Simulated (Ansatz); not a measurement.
The start is a relaxed Nb cell displaced along its unstable phonon at q = (½, 0, 0) of its primitive reciprocal cell (108i cm⁻¹), largest move 0.15 Å. The cell and all atomic positions are relaxed at zero pressure with r2SCAN (plane waves to 500 eV, PAW, scalar-relativistic; Ansatz, a program for electronic structure). The first steps use a coarse 13×13×12 k-mesh.

The start:
```
CELL_PARAMETERS angstrom
      5.72125     0.00000     0.00000
     -1.43031     2.47737     0.00000
      0.00000     0.00000     2.71370
ATOMIC_POSITIONS crystal
  Nb 0.00000 0.00000 0.05528
  Nb 0.50000 0.00000 0.94472
```

| Property | Value |
|---|---|
| Largest initial force | 0.59 eV/Å, on Nb1, Nb2 (atoms numbered as listed) |
| Volume change | -4.5 %, from 19.23 to 18.37 Å³/atom |
| Relative to the parent | It does not go back: it reaches I4/mmm (No. 139), 0.47 eV/atom below the parent |
| Shortest distances (start → end) | The closest pairs of elements (up to four, under 3.6 Å), start → end: Nb–Nb 2.71 → 2.73 Å |
| Band gap at the end | zero (metallic) |
| Optimiser moves | 12 |

Relaxed structure:

```cif
data_Nb2
_chemical_formula_sum 'Nb2'
_space_group_name_H-M_alt 'I4/mmm'
_space_group_IT_number 139
_space_group_name_Hall '-I 4 2'
_cell_length_a 2.73410
_cell_length_b 2.73410
_cell_length_c 4.91442
_cell_angle_alpha 90.000
_cell_angle_beta 90.000
_cell_angle_gamma 90.000
loop_
_atom_site_label
_atom_site_type_symbol
_atom_site_symmetry_multiplicity
_atom_site_Wyckoff_symbol
_atom_site_fract_x
_atom_site_fract_y
_atom_site_fract_z
_atom_site_occupancy
Nb1 Nb 2 a 0.00000 0.00000 0.00000 1
```
(The calculation used a cell of 1 atom; values per cell refer to that cell.)

Final values are on a 24×24×24 k-mesh of the relaxed cell. No spin polarisation in the result.

The run could not lose the symmetry of its start, so the end can be a saddle point.

The relaxed structure here is a generated cell of Nb: the first start was made by placing the elements on the sites of a structure type, and the end was not matched to a known phase here, so it may be hypothetical. Known forms of Nb include space group No. 229.
